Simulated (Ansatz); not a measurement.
Au (fcc, Cu type)

```xyz
1
Lattice="0.0000 2.0620 2.0620 2.0620 0.0000 2.0620 2.0620 2.0620 0.0000" Properties=species:S:1:pos:R:3 pbc="T T T"
Au     0.0000     0.0000     0.0000
```

Level of theory: r2SCAN (plane waves to 500 eV, PAW, scalar-relativistic; Ansatz, an electronic-structure program). Harmonic phonons by density-functional perturbation theory on a 20×20×20 k mesh, in cm⁻¹ and rounded to 5; i marks imaginary ones, q is in fractions of the reciprocal vectors of the cell shown, and the three acoustic modes at Γ are left out. Au was relaxed with its symmetry unable to fall. Spin-orbit coupling is left out, though Au is heavy.

Is the structure dynamically stable at L = (0.5, 0.0, 0.0), X = (0.5, 0.5, 0.0)?

No imaginary mode at these points (lowest 55 cm⁻¹ at L = (0.5, 0.0, 0.0)); other wave vectors were not tested.

List the wavenumbers at L = (0.5, 0.0, 0.0), X = (0.5, 0.5, 0.0), with degeneracies.


| q | wavenumbers (cm⁻¹) |
|---|---|
| L = (0.5, 0.0, 0.0) | 55 (×2), 140 |
| X = (0.5, 0.5, 0.0) | 80 (×2), 140 |
